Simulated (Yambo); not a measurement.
Yambo run on Ca3CdO4 (space group Cmmm, No. 65). The wavefunctions are PBEsol (pw.x of Quantum ESPRESSO, ONCV potentials, no spin-orbit coupling) ones on a 2×2×4 mesh (37 occupied bands); a = b = 5.846 Å, c = 3.392 Å, α = β = 90.00°, γ = 109.67°.

Yambo input:

```
rim_cut
gw0
dyson
el_el_corr
HF_and_locXC
cohsex
em1s
RandQpts= 1000000
RandGvec= 1 Ry
EXXRLvcs= 102 Ry
VXCRLvcs= 408 Ry
Chimod= "HARTREE"
% BndsRnXs
 5 | 175 |
%
NGsBlkXs= 7 Ry
% LongDrXs
 1.0 | 1.0 | 1.0 |
%
ExtendOut
% QPkrange
 1 | 1 | 37 | 38 |
 4 | 4 | 37 | 37 |
%
```

k points by index: 1 = Γ, 4 = (0, -0.5, 0).

The o-*.qp file then holds:

```
#    K-point    Band    Eo [eV]    E [eV]    E-Eo [eV]    Vxc [eV]    Vnlxc [eV]    Sc|Eo [eV]    Re(Z)    Im(Z)
#
    1    37    -0.201223    -2.742883    -2.541660    -19.20152    -24.55033    2.807152    1.000000    0.000000
    1    38    2.578938    2.339886    -0.239052    -13.41237    -9.121487    -4.529938    1.000000    0.000000
    4    37    0.000000    -2.380040    -2.380040    -20.14563    -25.13455    2.608882    1.000000    0.000000
```
(The two width columns are left out.) Convergence of these settings isn't established.

Geometry of the Materials Project entry, not relaxed at this level.

The structure is a Materials Project entry; no match was found in the copy of COD used, and its stability was not checked.
